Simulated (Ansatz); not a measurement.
## SrCo2As2: do energies and stresses tell the same story?

Computed with DFT PBEsol, scalar-relativistic, plane waves, PAW (Ansatz).

Cutoff 420 eV; k points 12×12×12 on the computed 5-atom cell (Γ-centred); Gaussian smearing, width 0.10 eV; collinear spin from starting moments 0 0.48 0.48 0 0 μB.

Relaxed cell: I4/mmm, a = 3.896 Å, b = 3.896 Å, c = 11.487 Å, α = 90.00°, β = 90.00°, γ = 90.00°, 5 atoms in the primitive cell. Whether it is the stable form of this composition wasn't checked.

Energies at zero smearing and pressures from the stress tensor, at volumes with shape and atoms relaxed:
| V (Å³/atom) | E − E(first) (meV/atom) | P (GPa) |
| --- | --- | --- |
| 16.388 | 0.00 | 5.17 |
| 16.911 | -12.86 | 2.58 |
| 17.434 | -17.03 | -0.01 |
| 17.957 | -13.31 | -2.23 |
| 18.480 | -2.87 | -4.11 |

Question: Check P = −dE/dV between neighbouring volumes, and get the bulk modulus from the pressures alone.

Answer: With 1 eV/Å³ = 160.2 GPa:
```csv
middle V (Å³/atom),−ΔE/ΔV (GPa),mean P (GPa)
16.650,3.939,3.875
17.173,1.277,1.283
17.696,-1.137,-1.119
18.219,-3.201,-3.171
```

The two differ by 0.06 GPa at most. The mean of two end pressures misses the average over a step by about ΔV² P″/12, up to 0.04 GPa here; with that taken off 0.04 GPa remains, from the smearing term (the stress is the derivative of the free energy), the finite cutoff, the mesh or the relaxation's tolerance. Around V = 17.434 Å³/atom, the two neighbours give B = −V ΔP/ΔV = 17.434 × 4.80 / 1.046 = 80.1 GPa, against B0 = 79.0 GPa from the Birch–Murnaghan fit of the energies.

Only this magnetic start was tried.